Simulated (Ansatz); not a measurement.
Total density of states per atom from r²SCAN in the plane-wave PAW code Ansatz, in 0.25 eV bins, energy from the Fermi level:

```
E (eV) | states/eV/atom
    -7.85 | # 0.10
    -7.60 | ## 0.13
    -7.35 | ## 0.21
    -7.10 | ### 0.25
    -6.85 | ### 0.22
    -6.60 | ## 0.19
    -6.35 | # 0.11
    -6.10 | # 0.06
    -5.85 | ##### 0.41
    -5.60 | ########## 0.88
    -5.35 | ########### 0.89
    -5.10 | ########### 0.90
    -4.85 | ############## 1.19
    -4.60 | ##################### 1.80
    -4.35 | #################### 1.71
    -4.10 | ##################### 1.77
    -3.85 | #################### 1.69
    -3.60 | ############### 1.29
    -3.35 | ################## 1.47
    -3.10 | #################### 1.67
    -2.85 | ################# 1.47
    -2.60 | ################ 1.34
    -2.35 | ################ 1.31
    -2.10 | ##################### 1.77
    -1.85 | ############################## 2.52
    -1.60 | ########## 0.83
    -1.35 | ############# 1.09
    -1.10 | ##### 0.44
    -0.85 | ##### 0.40
    -0.60 | #### 0.34
    -0.35 | #### 0.31
    -0.10 | ###### 0.52
     0.15 | ######### 0.76
     0.40 | ##### 0.39
     0.65 | ## 0.19
     0.90 | ### 0.24
     1.15 | ###### 0.52
     1.40 | ##### 0.44
     1.65 | ##### 0.38
     1.90 | #### 0.30
     2.15 | ###### 0.47
     2.40 | ######### 0.74
     2.65 | ######## 0.69
     2.90 | ######### 0.76
     3.15 | ################ 1.31
     3.40 | ############### 1.28
     3.65 | ##### 0.38
     3.90 | ## 0.20
     4.15 | ## 0.20
     4.40 | ### 0.23
     4.65 | ###### 0.47
```

### Question
Pick the material that matches.
A) SrCuSi, P6_3/mmc (Sr on 2a, Si on 2c, Cu on 2d)
B) ScPt3, Cu3Au type
C) Sr, simple cubic
D) SrPt2, cubic Laves (MgCu2 type)

### Answer
D, SrPt2, cubic Laves (MgCu2 type). Within 0.5 eV of the Fermi level: Pt 5d 57 %, Sr 5s 16 %, Pt 6s 10 %, outside the projected shells 17 %. Projections are on Löwdin-orthogonalised atomic valence shells; empty p or d shells of many metals are not among them.

Space group Fd-3m (cubic Laves (MgCu2 type)). The workflow started from a Materials Project entry (that database holds measured and hypothetical structures alike); the Crystallography Open Database copy checked does not list it. Whether it is the stable phase at ambient conditions was not checked. The r²SCAN relaxation kept the symmetry of its start; its stability against distortions is not shown here. No spin polarisation was allowed. Spin–orbit coupling is left out wherever it is not named.

Potentials: the later of the program's two PAW sets.
